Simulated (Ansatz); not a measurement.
The following input was run with Ansatz 0.2.0.

```yaml
crystal:
  lattice:
    - [7.5747420773, 0.0, 0.0]
    - [-1.8936855193, 5.1466543491, 0.0]
    - [0.0, 0.0, 26.1153571424]
  atoms:
    - { symbol: O, position: [0.1576574046, 0.6306296184, 0.3063331646] }
    - { symbol: O, position: [0.6576574046, 0.6306296184, 0.3063331646] }
    - { symbol: Ti, position: [0.0676917461, 0.2707669845, 0.3343963446] }
    - { symbol: Ti, position: [0.5676917461, 0.2707669845, 0.3343963446] }
    - { symbol: O, position: [0.2995803411, 0.1983213645, 0.3400458739] }
    - { symbol: O, position: [0.7995803411, 0.1983213645, 0.3400458739] }
    - { symbol: O, position: [0.4777260877, 0.9109043507, 0.3624595246] }
    - { symbol: O, position: [0.9777260877, 0.9109043507, 0.3624595246] }
    - { symbol: Ti, position: [0.2096146827, 0.8384587307, 0.3681090538] }
    - { symbol: Ti, position: [0.7096146827, 0.8384587307, 0.3681090538] }
    - { symbol: O, position: [0.1196490242, 0.4785960968, 0.3961722338] }
    - { symbol: O, position: [0.6196490242, 0.4785960968, 0.3961722338] }
    - { symbol: O, position: [0.2245920947, 0.9037958562, 0.4425720052] }
    - { symbol: O, position: [0.7267792652, 0.9023225037, 0.441713463] }
    - { symbol: Ti, position: [0.1346614824, 0.5373424571, 0.4747848657] }
    - { symbol: Ti, position: [0.6336313262, 0.5336717027, 0.4756192918] }
    - { symbol: O, position: [0.3643334472, 0.4584594245, 0.4758606394] }
    - { symbol: O, position: [0.8655538375, 0.4610254069, 0.4759655397] }
    - { symbol: O, position: [0.5470612767, 0.1806823087, 0.5072498198] }
    - { symbol: O, position: [0.043818272, 0.1812051427, 0.5080600751] }
    - { symbol: Ti, position: [0.2686325951, 0.0791831516, 0.5027963187] }
    - { symbol: Ti, position: [0.7699467226, 0.0777736143, 0.5002301443] }
    - { symbol: O, position: [0.1908564222, 0.7562186132, 0.5321351823] }
    - { symbol: O, position: [0.6888014237, 0.7605574547, 0.5317135831] }
basis:
  ecutwfc: 420
kpoints:
  mp_grid: { grid: [2, 3, 1] }
hamiltonian:
  xc: pbe
  dispersion: d3bj
scf:
  occupations: { method: gaussian, width: 0.05 }
output:
  forces: true
  eigenvalues: true
  write_density: true
  volumetric_format: npy
efield:
  axis: 3
  dipole_correction: true
  ramp_width: 0.04
```

Run as
```bash
ansatz run input.yaml --threads 8 --pin off --max-ram 20480MiB --backend cpu --events-out ev --progress --plain --runs-dir out
```

The calculation used DFT PBE+D3(BJ), scalar-relativistic, plane waves, PAW in Ansatz 0.2.0.

Abridged output:

```
Pseudopotentials: kind: paw
Pseudopotential: O, paw, valence charge 6, recommended cutoff 420 eV (normal)
Pseudopotential: Ti, paw, valence charge 12, recommended cutoff 420 eV (normal)
Functional definition: PBE
Crystal: 24 atoms, lattice volume = 1018.096 Å³
Basis set: ecut = 420 eV, 19903 PW (Γ), exchange–correlation on 108×80×360 points (8 copies of the dense FFT grid, shifted against one another)
Bands: 120, of which v1, the nominal top of the filled ones, is band 96 counted from 1 (95 counted from 0)
Symmetry: 1 space group operations
Space group: P1 (ITA 1), of the structure as read, at distance tolerance 1.0e-4 Å
k-points: 4 of 6 (time reversal used)
Initial density: superposition of atomic densities (neutral atoms: chi_scale 0, normalization atom), corrected by the library's trained network
Initial wavefunctions: pseudopotential atomic-orbital guess
Functional: x = pbe(κ = 0.804, μ = 0.21951497), c = pbe(β = 0.06672455)
SCF iter   1: F=—  HF=-29109.675671 eV  |F-HF|=—  |Δ(HF+E_count)|=         —  Δρ=2.83e-3  dr2=7.37e-2  ethr=1.77e-3  p=-0.003 e·Å  D=-6.14e-4 V/Å  ΔV_dip=0.02 eV  dr2_dipole=1.09e-3  V_vac-E_F(+/−)=5.71/5.70 eV  ⟨swp⟩=6.5  Hψ=2003  notcnv=0
efield: sawtooth ramp at fractional position 0.8992 (placed from the atoms, in the widest stretch of the axis that holds none; the zero of the levels goes with the place), width 0.0400; the density the first Hamiltonian is built on has a dipole p = -0.003 e·Å; the dipole correction subtracts the counter field D = -6.14e-4 V/Å, which shifts the + side's vacuum level by +0.02 eV against the − side's; the planar-averaged density in the ramp window peaks in size at 2.5e-6 e/Å³
SCF iter   2: F=—  HF=-29109.687472 eV  |F-HF|=—  |Δ(HF+E_count)|=   1.18e-2  Δρ=2.49e-3  dr2=6.79e-2  ethr=3.84e-5  p=-0.022 e·Å  D=-3.91e-3 V/Å  ΔV_dip=0.10 eV  dr2_dipole=1.61e-3  V_vac-E_F(+/−)=5.79/5.68 eV  ⟨swp⟩=2.0  Hψ=817  notcnv=0  defer=68
SCF iter   3: F=—  HF=-29109.679626 eV  |F-HF|=—  |Δ(HF+E_count)|=   7.85e-3  Δρ=9.91e-4  dr2=5.44e-3  ethr=3.54e-5  p=-0.009 e·Å  D=-1.58e-3 V/Å  ΔV_dip=0.04 eV  dr2_dipole=5.76e-5  V_vac-E_F(+/−)=5.73/5.69 eV  ⟨swp⟩=2.0  Hψ=634  notcnv=0  defer=68
SCF iter   4: F=—  HF=-29109.682838 eV  |F-HF|=—  |Δ(HF+E_count)|=   3.21e-3  Δρ=5.81e-4  dr2=3.54e-3  ethr=2.83e-6  p=-0.011 e·Å  D=-1.90e-3 V/Å  ΔV_dip=0.05 eV  dr2_dipole=1.06e-8  V_vac-E_F(+/−)=5.74/5.69 eV  ⟨swp⟩=2.0  Hψ=649  notcnv=0  defer=68
SCF iter   5: F=—  HF=-29109.682911 eV  |F-HF|=—  |Δ(HF+E_count)|=   7.28e-5  Δρ=1.21e-4  dr2=1.06e-4  ethr=1.84e-6  p=-0.011 e·Å  D=-1.90e-3 V/Å  ΔV_dip=0.05 eV  dr2_dipole=4.07e-8  V_vac-E_F(+/−)=5.74/5.69 eV  ⟨swp⟩=2.0  Hψ=609  notcnv=0  defer=68
SCF iter   6: F=—  HF=-29109.682957 eV  |F-HF|=—  |Δ(HF+E_count)|=   4.58e-5  Δρ=6.68e-5  dr2=3.23e-5  ethr=5.51e-8  p=-0.011 e·Å  D=-1.90e-3 V/Å  ΔV_dip=0.05 eV  dr2_dipole=4.79e-8  V_vac-E_F(+/−)=5.74/5.69 eV  ⟨swp⟩=2.0  Hψ=643  notcnv=0  defer=68
SCF iter   7: F=—  HF=-29109.683262 eV  |F-HF|=—  |Δ(HF+E_count)|=   3.05e-4  Δρ=2.72e-5  dr2=6.06e-6  ethr=1.68e-8  p=-0.011 e·Å  D=-1.91e-3 V/Å  ΔV_dip=0.05 eV  dr2_dipole=8.48e-9  V_vac-E_F(+/−)=5.74/5.69 eV  ⟨swp⟩=2.0  Hψ=717  notcnv=0  defer=44
SCF iter   8: F=—  HF=-29109.683266 eV  |F-HF|=—  |Δ(HF+E_count)|=   4.13e-6  Δρ=1.20e-5  dr2=1.34e-6  ethr=3.16e-9  p=-0.011 e·Å  D=-1.93e-3 V/Å  ΔV_dip=0.05 eV  dr2_dipole=9.11e-10  V_vac-E_F(+/−)=5.74/5.69 eV  ⟨swp⟩=2.0  Hψ=617  notcnv=0  defer=44
SCF iter   9: F=—  HF=-29109.683267 eV  |F-HF|=—  |Δ(HF+E_count)|=   7.41e-7  Δρ=6.42e-6  dr2=4.10e-7  ethr=6.98e-10  p=-0.011 e·Å  D=-1.93e-3 V/Å  ΔV_dip=0.05 eV  dr2_dipole=1.77e-8  V_vac-E_F(+/−)=5.74/5.69 eV  ⟨swp⟩=2.0  Hψ=624  notcnv=0  defer=44
SCF iter  10: F=-29109.683267 eV  HF=-29109.683267 eV  |F-HF|=1.01e-7  |Δ(HF+E_count)|=   4.01e-7  Δρ=2.83e-6  dr2=7.35e-8  ethr=5.21e-11  p=-0.011 e·Å  D=-1.94e-3 V/Å  ΔV_dip=0.05 eV  dr2_dipole=5.86e-11  V_vac-E_F(+/−)=5.74/5.69 eV  ⟨swp⟩=11.0  Hψ=2305  notcnv=0
SCF 1 converged in 10 iterations: F = -29109.683267 eV  dr2 = 7.35e-8
SCF converged after 10 iterations
Free energy (F): -29109.683267 eV
Harris-Foulkes:  -29109.683267 eV  (|F-HF|=1.01e-7)
Internal energy: -29109.683267 eV  (E = F + TS)
E sigma→0 (E₀):  -29109.683267 eV
Fermi energy:    -1.847362 eV
Dipole field:    D = -0.001945 V/Å  (p = -0.010941 e·Å, saw-weighted, corrected)
Work function:   Φ+ = 5.7448 eV   Φ− = 5.6940 eV
Levels:          The Fermi level and band energies are counted from a zero that moves with the ramp; work functions are not
--- Per-component energies (eV) ---
  E_band       = -3803.362636
  E_kinetic    = 4966.363703
  E_local      = -218694.420750  (includes V_loc(G=0)·N_el)
  E_nonlocal   = 790.972456
  E_hartree    = 106761.146883
  E_xc         = -1962.684361
  E_vxc        = -2484.390898  (∫ρ·V_xc dr)
  E_paw        = -10887.882014  (= ΣΔE_a)
  E_vpaw       = -1904.215673  (= ΣTr[D̂ρ^β])
  E_aug_tail   = 0.040027  (compensation charges beyond the density's cutoff)
  E_efield     = 0.000011  (sawtooth field / dipole correction)
  E_vefield    = 0.008151  (∫n·V_field dr)
  E_ewald      = 89920.531221
  E_disp       = -3.750444  (pairwise vdW)
  E_smearing   =  0.000000  (= −TS)
--- Forces (eV/Å), atoms counted from 1 ---
  atom   1  O     -0.00113288    -1.53913737     1.10795686
  atom   2  O      0.00192207    -1.57251269     1.08061171
  atom   3  Ti    -0.00165864     4.01905897     2.02468091
  atom   4  Ti     0.00086451     4.09133186     2.06909299
  atom   5  O     -0.02221134     0.19424291    -1.09046159
  atom   6  O      0.02243094     0.21312281    -1.09300298
  atom   7  O     -0.02927375     0.31287554     0.08866303
  atom   8  O      0.02794652     0.33415665     0.05110940
  atom   9  Ti    -0.00420705    -2.19505103    -2.18517544
  atom  10  Ti     0.00246003    -2.30260570    -2.40916620
  atom  11  O      0.00585274    -0.74716760     0.13175621
  atom  12  O     -0.00466101    -0.79817711     0.12804915
  atom  13  O      0.00237422     0.21842824     0.39325210
  atom  14  O     -0.00112387     0.02454137     0.05025618
  atom  15  Ti    -0.00819873     0.00099379     0.06710490
  atom  16  Ti     0.00138060     0.09022654    -0.04404249
  atom  17  O      0.01211424    -0.06456804     0.10971027
  atom  18  O      0.01385393    -0.01020771     0.00500705
  atom  19  O     -0.29065770    -0.00223640     0.23655584
  atom  20  O      0.23987146    -0.00801462     0.15127231
  atom  21  Ti     0.01314802    -0.55797905    -0.86209761
  atom  22  Ti     0.02801807    -0.07699987     0.03356730
  atom  23  O     -0.02201428     0.36421074     0.01786277
  atom  24  O      0.01290112     0.01145400    -0.06245783
--- Band table (eV) ---
  k-point 0: bands = ["-59.6205", "-59.6000", "-59.5570", "-59.5305", "-59.5139", "-59.3687", "-59.1920", "-59.1632", "-36.0955", "-36.0263", "-35.9814", "-35.9604", "-35.9378", "-35.9100", "-35.8668", "-35.8361", "-35.8304", "-35.8111", "-35.8092", "-35.7829", "-35.7775", "-35.7587", "-35.7013", "-35.6449", "-35.5771", "-35.5449", "-35.4930", "-35.4710", "-35.4493", "-35.4360", "-35.3901", "-35.3673", "-20.5741", "-20.3000", "-20.1214", "-19.8458", "-19.5630", "-19.5530", "-19.4995", "-19.4062", "-19.3137", "-19.2616", "-19.1715", "-19.1254", "-18.9769", "-18.8962", "-18.0719", "-18.0463", "-7.5660", "-7.4025", "-7.3759", "-7.3543", "-7.3301", "-7.2669", "-7.1941", "-7.0360", "-6.8846", "-6 ...
  k-point 1: bands = ["-59.6201", "-59.5997", "-59.5492", "-59.5312", "-59.5192", "-59.3705", "-59.1924", "-59.1636", "-36.0658", "-35.9976", "-35.9799", "-35.9594", "-35.9376", "-35.9034", "-35.8522", "-35.8380", "-35.8217", "-35.8154", "-35.7972", "-35.7872", "-35.7833", "-35.7713", "-35.7023", "-35.6679", "-35.5880", "-35.5609", "-35.4944", "-35.4773", "-35.4523", "-35.4341", "-35.3997", "-35.3781", "-20.3962", "-20.2106", "-20.1218", "-19.9562", "-19.5659", "-19.5505", "-19.5017", "-19.4073", "-19.3141", "-19.2687", "-19.2450", "-19.1406", "-19.0281", "-18.8975", "-18.1003", "-18.0505", "-7.5664", "-7.4024", "-7.3748", "-7.3510", "-7.3231", "-7.2694", "-7.1751", "-7.0299", "-6.8618", "-6 ...
  k-point 2: bands = ["-59.6204", "-59.6001", "-59.5564", "-59.5318", "-59.5132", "-59.3687", "-59.1920", "-59.1633", "-36.0913", "-36.0338", "-35.9803", "-35.9574", "-35.9020", "-35.8992", "-35.8866", "-35.8360", "-35.8255", "-35.8202", "-35.8063", "-35.7910", "-35.7819", "-35.7659", "-35.7037", "-35.6452", "-35.5806", "-35.5441", "-35.4803", "-35.4719", "-35.4551", "-35.4477", "-35.3875", "-35.3674", "-20.3345", "-20.2957", "-19.9526", "-19.9494", "-19.7355", "-19.7005", "-19.4026", "-19.3873", "-19.3513", "-19.3479", "-19.1773", "-19.1359", "-18.9621", "-18.9328", "-18.0681", "-18.0454", "-7.5984", "-7.5981", "-7.4758", "-7.4570", "-7.3137", "-7.2870", "-7.1935", "-7.1196", "-6.7750", "-6 ...
  k-point 3: bands = ["-59.6201", "-59.5998", "-59.5494", "-59.5305", "-59.5197", "-59.3705", "-59.1924", "-59.1636", "-36.0676", "-35.9897", "-35.9785", "-35.9556", "-35.9020", "-35.8905", "-35.8849", "-35.8436", "-35.8313", "-35.8130", "-35.8093", "-35.7916", "-35.7796", "-35.7702", "-35.7038", "-35.6668", "-35.5900", "-35.5617", "-35.4808", "-35.4742", "-35.4554", "-35.4508", "-35.3991", "-35.3771", "-20.2790", "-20.1334", "-19.9274", "-19.8559", "-19.8226", "-19.7339", "-19.3963", "-19.3781", "-19.3589", "-19.3499", "-19.2684", "-19.1795", "-19.0146", "-18.9580", "-18.0938", "-18.0607", "-7.6153", "-7.6048", "-7.5649", "-7.4988", "-7.3411", "-7.3009", "-7.1678", "-7.1018", "-6.7563", "-6 ...
```

The calculation finished and met its thresholds.

Time: 9.1 s on 8 threads of Arm Neoverse V2 (shared host), peak memory 2.1 GiB.